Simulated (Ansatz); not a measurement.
A geometry of Pb away from equilibrium: step 2 of the relaxation of a relaxed Pb cell, doubled along one cell vector, shaken by Gaussian noise of σ = 0.08 Å a coordinate. Calculation: r2SCAN (plane waves to 500 eV, PAW, scalar-relativistic; Ansatz, an electronic-structure program). Γ-centred k-mesh 4×8×8 on the run's cell (coarser than for final values), Fermi–Dirac smearing 0.05 eV.

```
CELL_PARAMETERS angstrom
      0.00702     6.94286     6.95633
      3.48410    -0.00616     3.48784
      3.47724     3.47424     0.00070
ATOMIC_POSITIONS crystal
  Pb 0.12569 0.26130 0.25841
  Pb 0.63725 0.22980 0.25293
  Pb 0.00201 0.01432 0.00872
  Pb 0.50250 0.98804 0.00079
```

Question: Give the Cartesian forces on all atoms (eV/Å).

Answer: 
```json
[
 {"atom": "Pb1", "Fx": "0.01", "Fy": "0.08", "Fz": "0.14"},
 {"atom": "Pb2", "Fx": "0.18", "Fy": "-0.41", "Fz": "-0.23"},
 {"atom": "Pb3", "Fx": "-0.25", "Fy": "0.14", "Fz": "0.08"},
 {"atom": "Pb4", "Fx": "0.06", "Fy": "0.19", "Fz": "0.02"}
]
```

Question: What is the pressure?

Answer: 0.0 GPa, compression positive.

No spin polarisation in the result.

The end of the path is a generated cell of Pb: the first start was made by placing the elements on the sites of a structure type, and the end was not matched to a known phase here, so it may be hypothetical. Known forms of Pb include space group No. 225.
